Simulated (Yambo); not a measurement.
Quantum ESPRESSO input (LDA, PseudoDojo standard norm-conserving files, scalar-relativistic) whose wavefunctions are converted with p2y:

```
&CONTROL
  calculation = 'nscf'
  pseudo_dir = './pseudo'
  outdir = './out'
/
&SYSTEM
  ibrav = 0
  nat = 10
  ntyp = 4
  ecutwfc = 84.0
  ecutrho = 336.0
  occupations = 'fixed'
  force_symmorphic = .true.
  nbnd = 290
/
&ELECTRONS
  conv_thr = 1e-08
  diago_full_acc = .true.
  diago_thr_init = 1e-08
/
ATOMIC_SPECIES
F 18.9984 F.upf
Ga 69.7230 Ga.upf
Rb 85.4678 Rb.upf
Tl 204.3800 Tl.upf
CELL_PARAMETERS angstrom
  0.000000000000   4.595315000000   4.595315000000
  4.595315000000   0.000000000000   4.595315000000
  4.595315000000   4.595315000000   0.000000000000
ATOMIC_POSITIONS crystal
F   0.789720000000   0.210280000000   0.210280000000
F   0.210280000000   0.789720000000   0.789720000000
F   0.210280000000   0.789720000000   0.210280000000
F   0.789720000000   0.210280000000   0.789720000000
F   0.210280000000   0.210280000000   0.789720000000
F   0.789720000000   0.789720000000   0.210280000000
Ga   0.000000000000   0.000000000000   0.000000000000
Rb   0.750000000000   0.750000000000   0.750000000000
Rb   0.250000000000   0.250000000000   0.250000000000
Tl   0.500000000000   0.500000000000   0.500000000000
K_POINTS automatic
1 1 1 0 0 0
```

Yambo's initialisation report on symmetry, reciprocal space, the k grid and the gaps on this mesh:

```
  [02.02] Symmetries
  ==================

  Inversion symmetry    : yes
  Spatial inversion     : yes
  Inversion index       :  25
  K-space Time-reversal : no
  Magnetic symmetries   : no
  Group table correct   : yes
  Symmetries units      :  [cc]

  [02.03] Reciprocal space
  ========================

  nG shells         :   857
  nG charge         :  135995
  nG WFs            :  16889
  nC WFs            :  16889
  G-vecs. in first 80 shells:  [ Number ]
     1    9   15   27   51   59   65   89  113
    137   169   181   229   259   283   307   331   339
    387   411   459   531   537   561   609   645   701
    725   749   821   869   893   941   965  1037  1067
   1139  1211  1243  1291  1363  1411  1459  1471  1591
   1639  1687  1759  1807  1837  1893  1917  1989  2085
   2109  2133  2229  2277  2397  2421  2445  2565  2637
   2685  2733  2741  2837  2891  2975  3071  3119  3143
    3215   3287   3383   3479   3527   3647   3695   3719
  ...
  Shell energy in first 80 shells:  [ mHa ]
    0.00000      196.319      261.759      523.518      719.837      785.277      1047.04      1243.35      1308.79
    1570.55      1766.87      2094.07      2290.39      2355.83      2617.59      2813.91      2879.35      3141.11
    3337.43      3402.87      3664.62      3860.94      4188.14      4384.46      4449.90      4711.66      4907.98
    4973.42      5235.18      5431.50      5496.94      5758.70      5955.01      6282.21      6478.53      6543.97
    6805.73      7002.05      7067.49      7525.57      7591.01      7852.77      8049.09      8376.28      8572.60
    8638.04      8899.80      9096.12      9161.56      9423.32      9619.64      9685.08      9946.84      10143.2
    10470.4      10666.7      10732.1      10993.9      11190.2      11255.6      11517.4      11713.7      11779.1
    12040.9      12237.2      12564.4      12760.7      12826.2      13087.9      13284.3      13349.7      13611.5
    13807.8      13873.2      14135.0      14331.3      14658.5      14854.8      14920.3      15182.0
  ...

  [02.04] K-grid lattice
  ======================

  Compatible Grid is   : 0D
  K lattice UC volume  :  0.189394 [a.u.]

  IBZ K-points                                      :  1
  BZ  K-points                                      :  1

  K/Q-points units:
  rlu = crystal or reduced units; cc = cartesian coordinates; iku = interal k-units

  K [1]          [rlu]:  0.000000  0.000000  0.000000
         WF components:  16889

  [02.05] Energies & Occupations
  ==============================

  [X] === General ===
  [X] Electronic Temperature                        :  0.000000  0.000000 [eV K]
  [X] Bosonic    Temperature                        :  0.000000  0.000000 [eV K]
  [X] Finite Temperature mode                       : no
  [X] El. density                                   :  0.44312E+24 [cm-3]
  [X] Fermi Level                                   :  1.365346 [eV]

  [X] === Gaps and Widths ===
  [X] Conduction Band Min                           :  6.856888 [eV]
  [X] Valence Band Max                              :  0.000000 [eV]
  [X] Filled Bands                                  :   43
  [X] Empty Bands                                   :   44  290
  [X] Direct Gap                                    :  6.856888 [eV]
  [X] Direct Gap localized at k                     :  1
```
The gaps are LDA values on this mesh alone; only operations without fractional translations are kept.

Spin-orbit coupling is not included.

Geometry of the Materials Project entry, not relaxed at this level.
